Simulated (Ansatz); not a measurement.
## ReW3: how the energy converges with the cutoff

ReW3, Cmmm, a = 3.158 Å, b = 4.491 Å, c = 8.980 Å. The structure is a Materials Project entry; whether it is the stable form wasn't checked. Ansatz: PBEsol, PAW, cutoff varied, Γ-centred 16×16×6 mesh on 4 atoms, Gaussian smearing 0.10 eV; no spin polarisation. Single points at one geometry, the cutoff alone changed; ΔE is the energy at zero smearing over the run at 500 eV. The runs up to 350 eV lie under the cutoff recommended for these PAW datasets.

```
cutoff (eV)  ΔE (meV/atom)
        250              ?
        300          65.18
        350           5.77
        420           1.26
```

Assume ΔE falls exponentially with the cutoff, fit y = ln ΔE against x, the cutoff in eV, to the other rows, and predict the missing value.

y = 4.177, 1.753, 0.231. Means x = 356.7, y = 2.0537; Σ(Δx)² = 7267, ΣΔxΔy = -233.8; the slope is their ratio. y = 13.53 − 0.03217 x, a factor of ten per 72 eV. At 250 eV this gives ΔE = 241.65 meV/atom. The run gave 648.94, a ratio of 0.37. Between neighbouring rows the decay runs from a factor of ten per 47 eV to one per 106 eV, so one exponential is only a rough guide. The fast fall gives way to a slow tail, so a fit to low cutoffs promises convergence too early. The reference at 500 eV isn't the complete basis: by the fit it lies 0.08 meV/atom above it, and every ΔE is lowered by that much, or by more if the decay slows beyond the rows, as it often does.